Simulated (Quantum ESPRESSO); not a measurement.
Ge6PGa, a curve over strain

Computed values, not a measurement. The program is pw.x of Quantum ESPRESSO 7.5 (plane-wave density functional theory). The cell is made up: 8 atoms on a zincblende/diamond lattice, with randomly drawn elements, strain and displacements, not relaxed. PseudoDojo standard norm-conserving files (v0.5 for PBE, v0.4.1 for LDA and PBEsol) set the functional; there is no spin polarisation, spin-orbit coupling or dispersion term, and the masses in the input are unused placeholders.

Seven runs add a strain to one cell (the same linear strain along x, y and z); the atoms follow the cell and are not relaxed. Stress in the table is positive in tension.

Input of the run at +0.0034:

```
&control calculation='scf', pseudo_dir='./dojo.nc.sr.pbe.v0_5.standard.upf', outdir='./o', disk_io='low', tprnfor=.true., tstress=.true. /
&system ibrav=0, nat=8, ntyp=3, nbnd=61, ecutwfc=79.96652505, nosym=.true., tot_charge=0,
 occupations='smearing', smearing='fd', degauss=0.0073498644
/
&electrons conv_thr=7.350e-09, electron_maxstep=60, /
ATOMIC_SPECIES
Ga 1.0 Ga.upf
Ge 1.0 Ge.upf
P 1.0 P.upf
CELL_PARAMETERS angstrom
5.6163 0.0 0.0
0.0 5.6163 0.0
0.0 0.0 5.6163
ATOMIC_POSITIONS angstrom
Ge -0.0463 0.0031 -0.0286
Ge 0.1263 2.8116 2.8514
Ge 2.8116 0.0157 2.8793
Ge 2.7764 2.7033 0.0499
P 1.4702 1.3894 1.4181
Ge 1.3575 4.1912 4.2111
Ge 4.2602 1.3244 4.2368
Ga 4.2208 4.1505 1.4439
K_POINTS automatic
6 6 6 1 1 1
```

| added strain | free energy less that of the input shown (eV) | stress xx (GPa) | stress yy (GPa) | stress zz (GPa) | stress xy (GPa) | pressure (GPa) | iterations |
| --- | --- | --- | --- | --- | --- | --- | --- |
| -0.0212 | 0.6062 | -11.06 | -11.27 | -11.34 | -0.86 | 11.22 | 10 |
| -0.0187 | 0.5205 | -10.27 | -10.47 | -10.55 | -0.84 | 10.43 | 10 |
| -0.0134 | 0.3581 | -8.67 | -8.86 | -8.95 | -0.79 | 8.83 | 10 |
| -0.0074 | 0.2044 | -7.00 | -7.18 | -7.27 | -0.73 | 7.15 | 10 |
| +0.0034 | 0.0000 | -4.33 | -4.49 | -4.59 | -0.64 | 4.47 | 10 |
| +0.0142 | -0.1189 | -2.04 | -2.18 | -2.28 | -0.56 | 2.17 | 10 |
| +0.0237 | -0.1604 | -0.30 | -0.43 | -0.53 | -0.49 | 0.42 | 10 |

A cubic fit gives a slope of stress xx against the added strain of 241 GPa at zero added strain, with the atoms clamped. Across the table the free energy follows the integral of the stress to within 1.8 meV. A rerun of one of the cells at 1377 eV and a 8 x 8 x 8 mesh moved values by no more than 0.004 eV in energy, 0.03 GPa in stress and 0.010 eV/Å in force.